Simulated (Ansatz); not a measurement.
An Ansatz input (plane waves, PAW) for VP2 (CdI2-type structure) that has something wrong with it:

```yaml
crystal:
  lattice:
    - [2.95747590167, 2.886749748862e-11, 0.0]
    - [-1.47873795086, 2.561249261912, 0.0]
    - [0.0, 0.0, 5.169466021]
  atoms:
    - { symbol: V, position: [0.0, 0.0, 0.0], spin: 1.0 }
    - { symbol: P, position: [0.3333333333333, 0.6666666666667, 0.3187655515] }
    - { symbol: P, position: [0.6666666666667, 0.3333333333333, 0.6812344485] }
basis:
  ecutwfc: 420
  ecutrho_ratio: 4
kpoints:
  mp_grid: { grid: [12, 12, 6] }
hamiltonian:
  xc: pbesol
scf:
  occupations: { method: gaussian, width: 0.05 }
  max_iter: 60
output:
  forces: true
  stress: true
magnetization:
  spin_polarized: [1, 2]
```

Launched as:
```sh
ansatz run input.yaml --threads 4 --pin off --max-ram 4096MiB --backend cpu --events-out ev --progress --plain --runs-dir out
```

Problem. What is wrong with it?

Solution. A value of the wrong type. Against the sound input: magnetization.spin_polarized: true → [1, 2] (the cap on iterations is only a precaution).

What the program printed:

```
Error: YAML parse error: error: line 24 column 19: expected string scalar
  --> <input>:24:19
   |
```

The input was refused before any iteration. Run time: 0.01 s on 4 threads of Arm Neoverse N1 (shared host), peak memory 0.06 GiB. The run before the change (PBEsol, 420 eV, 12×12×6 mesh) gave:

```tsv
run	P (GPa)	gap on the mesh (eV)	cell moment (μB)	largest force component (eV/Å)
sound	0.0	metal	0.00	0.000
```

The structure was built from a prototype; whether the compound forms in it isn't claimed.

Of that run: The starting moments died out; a magnetic state reached from other starts isn't excluded.
